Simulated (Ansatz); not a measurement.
## Sb₂Se₃ — coordination and ¹²³Sb quadrupole coupling

Cell: a computed structure from the Materials Project (it need not be an observed phase), atoms as given.

Space group Pnma (No. 62); a = 12.3621, b = 4.0016, c = 11.7136 Å.

| site | Wyckoff | site symmetry | x | y | z |
| --- | --- | --- | --- | --- | --- |
| Sb1 | 4c | .m. | 0.1403 | 0.7500 | 0.0381 |
| Sb5 | 4c | .m. | 0.0338 | 0.2500 | 0.3296 |
| Se9 | 4c | .m. | 0.9483 | 0.7500 | 0.1275 |
| Se13 | 4c | .m. | 0.2053 | 0.2500 | 0.1921 |
| Se17 | 4c | .m. | 0.6273 | 0.7500 | 0.0541 |

One atom of each set is listed.

Computed with Ansatz: DFT, PBE, plane waves and PAW, scalar-relativistic, 420 eV cutoff, Γ-centred 3×7×3 k-points, Fermi–Dirac smearing 0.02 eV.

Q(¹²³Sb) = -692.0 mb.

Question: Order the Sb environments from the weakest to the strongest quadrupole coupling.
A. Sb1: 3 Se at 2.59–2.81 Å; also 2 Se at 2.99 Å
B. Sb5: 3 Se at 2.66–2.68 Å; also 3 Se at 3.27–3.30 Å

Answer: B (236 MHz, η = 0.31), A (274 MHz, η = 0.04).

At Sb5 V_zz stands upright on the plane through its three neighbours (within 12°). Like point charges on the first shell alone (each adding as 1/d³) would give the same order.

The largest force is 0.3 eV/Å, so the atoms aren't at the calculated equilibrium and relaxing them would move these values. Without spin–orbit coupling (the program notes it for Sb) the gradients can shift somewhat, as the gap is small. With these PAW files V_zz is typically within 2 to 3 % of all-electron values, but misses above 10 % occur on Sb.
